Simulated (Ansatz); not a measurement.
## CaMg$_{3}$: how the energy converges with the cutoff

CaMg$_{3}$, P1, a = 3.422 Å, b = 3.426 Å, c = 11.095 Å, α, β, γ = 89.4°, 89.6°, 120.7°. Ansatz: PBEsol, PAW, cutoff varied, Γ-centred 10×10×4 mesh on 4 atoms, Gaussian smearing 0.10 eV; no spin polarisation. Single points at one geometry with displaced atoms, the cutoff alone changed; ΔE is the energy at zero smearing over the run at 600 eV (runs within 0.3 meV/atom of it are left out). The runs up to 350 eV lie under the cutoff recommended for these PAW datasets.

| cutoff (eV) | ΔE (meV/atom) |
| --- | --- |
| 200 | ? |
| 250 | 202.99 |
| 300 | 19.63 |
| 350 | 1.25 |

**Question.** Assume ΔE falls exponentially with the cutoff, fit y = ln ΔE against x, the cutoff in eV, to the other rows, and predict the missing value.

**Answer.** y = 5.313, 2.977, 0.223. Means x = 300.0, y = 2.8377; Σ(Δx)² = 5000, ΣΔxΔy = -254.5; the slope is their ratio. y = 18.11 − 0.05090 x, a factor of ten per 45 eV. At 200 eV this gives ΔE = 2779.43 meV/atom. The run gave 1698.38, a ratio of 1.64. Between neighbouring rows the decay runs from a factor of ten per 42 eV to one per 54 eV, so one exponential is only a rough guide.